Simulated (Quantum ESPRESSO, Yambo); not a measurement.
## G0W0 results for K₂S

```
CELL_PARAMETERS angstrom
      0.00000     3.66718     3.66718
      3.66718     0.00000     3.66718
      3.66718     3.66718     0.00000
ATOMIC_POSITIONS crystal
  S  0.00000 0.00000 0.00000
  K  0.75000 0.75000 0.75000
  K  0.25000 0.25000 0.25000
```

Cell and atoms were relaxed with PBEsol from Materials Project entry mp-1022, within its symmetry.

Starting point: norm-conserving PBEsol (Quantum ESPRESSO, 74 Ry, scalar-relativistic). G0W0 in Yambo: 4×4×4 Γ-centred k mesh, 180 bands and a 8 Ry block in the screening, 180 bands in G with the Bruneval-Gonze terminator, plasmon pole fitted at 27.2 eV.

```yaml
PBEsol gap along the band path: 2.35 eV
PBEsol gap between the mesh's edge points (X → Γ): 2.35 eV
G0W0 gap between the same points: 4.22 eV
PBEsol smallest direct gap on the mesh (at Γ): 2.58 eV
G0W0 direct gap at that point: 4.40 eV
```

```
k point  band  E PBEsol (eV)  E QP (eV)  shift (eV)     Z
-------  ----  -------------  ---------  ----------  ----
Γ          VB          -0.23      -1.74       -1.51  0.80
Γ          CB           2.35       2.66        0.31  0.85
L          VB          -0.08      -1.61       -1.53  0.79
L          CB           4.68       5.12        0.44  0.84
X          VB           0.00      -1.56       -1.56  0.79
X          CB           3.42       3.83        0.40  0.85
W          VB          -0.02      -1.58       -1.56  0.79
W          CB           3.63       4.08        0.44  0.85
```

Energies count from the PBEsol valence-band maximum.

Nearest settings tried, and what they do to the gap: 2 Ry block (51 vectors against 283): -447 meV. Not varied: bands in G, bands in W, mesh. So the settings aren't converged at that level.
